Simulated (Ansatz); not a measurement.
Al$_{2}$Au:
```yaml
crystal:
  lattice:
    - [-1.80780, 1.80780, 3.83206]
    - [1.80780, -1.80780, 3.83206]
    - [1.80780, 1.80780, -3.83206]
  atoms:
    - { symbol: Au, position: [0.00000, 0.00000, 0.00000] }
    - { symbol: Al, position: [0.33570, 0.33570, 0.00000] }
    - { symbol: Al, position: [0.66430, 0.66430, 0.00000] }
```

Relaxed with PBEsol. Special points in fractions of this cell's reciprocal vectors: Γ (0.000, 0.000, 0.000); X (0.000, 0.000, 0.500); P (0.250, 0.250, 0.250); N (0.000, 0.500, 0.000); M (0.500, 0.500, -0.500); S (0.306, 0.694, -0.306); S0 (-0.306, 0.306, 0.306); R (-0.111, 0.111, 0.500); G (0.500, 0.500, -0.111).

**Question.** List the band energies nearest the Fermi level at these points for the program Ansatz at the PBEsol with spin–orbit coupling level (PAW).

**Answer.** In eV from the Fermi level; about four levels below and three above (degenerate sets whole), none deeper than 8.9 eV; points with the same levels are listed once.

```
k                    below                above
-  -----------------------  -------------------
Γ  -4.85 -4.85 -0.61 -0.61  0.92 0.92 2.23 2.23
X  -1.79 -1.79 -0.52 -0.52  0.13 0.13 4.61 4.61
P  -3.14 -3.14 -2.61 -2.61  0.47 0.47 1.53 1.53
N  -4.09 -4.09 -2.96 -2.96  0.46 0.46 3.05 3.05
M  -0.58 -0.58 -0.22 -0.22  2.19 2.19 4.13 4.13
S  -4.59 -4.59 -3.95 -3.95  1.92 1.92 2.44 2.44
R  -3.65 -3.65 -2.34 -2.34  1.14 1.14 1.81 1.81
```

Space group I4/mmm (MoSi2 or CaC2 type). The cell is a constructed one: a structure type filled with these elements; neither database checked (COD, Materials Project) lists it. COD files the formula under space group No. 225. Its standing as an ambient phase is unchecked. The cell was relaxed with PBEsol under the symmetry of its start; whether a distortion lowers the energy is not shown.

Potentials: the earlier of the program's two PAW sets. The files were generated under PBE; for other functionals the program regenerates the frozen cores, and for LDA and PBEsol the local potential too.
